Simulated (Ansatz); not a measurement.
# Sn (Im-3m), an elastic constant from a strain scan

The calculation used DFT r2SCAN, scalar-relativistic, plane waves, PAW (Ansatz). The runs took a 500 eV cutoff, a Γ-centred 18×18×18 mesh and Gaussian smearing (0.15 eV). No spin polarisation. Energies are free energies at this smearing, counted from the undisturbed cell; pressure is positive in compression.

The undisturbed cell (as given, not relaxed at this level; it stands at -0.4 GPa; this bcc form isn't the usual structure):

```
Sn
1.0
    -1.89465    1.89465    1.89465
     1.89465   -1.89465    1.89465
     1.89465    1.89465   -1.89465
Sn
1
Direct
  0.00000 0.00000 0.00000
```

The cell is strained by ε times the Voigt pattern (0, 0, 1, 0, 0, 0) (xx, yy, zz, yz, xz, xy; engineering shear) with fractional coordinates fixed. The cell holds 1 atom in V0 = 27.20 Å³. The stress column is τ = (1/V0) dE/dε, got from the stress tensor σ (compression positive) at each point as −det(1 + εP) σ : P(1 + εP)⁻¹, with P the pattern as a tensor.

| ε | ΔE (meV/atom) | τ (GPa) |
| --- | --- | --- |
| -0.0750 | 14.895 | -3.684 |
| -0.0500 | 3.680 | -1.692 |
| -0.0250 | -0.393 | -0.273 |
| 0.0000 | 0.000 | 0.370 |
| 0.0250 | 3.037 | 1.140 |
| 0.0500 | 9.828 | 2.042 |
| 0.0750 | 20.434 | 2.959 |
| 0.0875 | 27.187 | 3.402 |
| 0.1000 | ? | ? |

Question: Which combination of elastic constants does this scan measure, and how large is it?

Answer: For small ε, τ = τ0 + Kε with K = pᵀCp, which for this pattern is C11 in the cubic axes. The parabola through τ at ε = -0.0250, 0 and 0.0250 has slope K = 28.3 GPa at zero. The energies per cell, E = NΔE, of the same two points give K = 2[E(ε₊)/ε₊ − E(ε₋)/ε₋]/[(ε₊ − ε₋)V0] = 24.9 GPa; a fourth-order term in the energy shifts the first figure twice as much as the second, so 2 × 24.9 − (28.3) = 21.6 GPa is a better limit for small strain, as far as the energies carry no numerical noise.

Question: Predict the withheld row at ε = 0.1000 from the harmonic law, and compare.

Answer: ΔE = V0(τ0 ε + Kε²/2)/N = 30.267 meV/atom and τ = 3.20 GPa. The calculation gives 34.850 meV/atom and 3.82 GPa: the energy lies 15 % above the harmonic value.

In a metal these slopes depend on the k mesh and the smearing.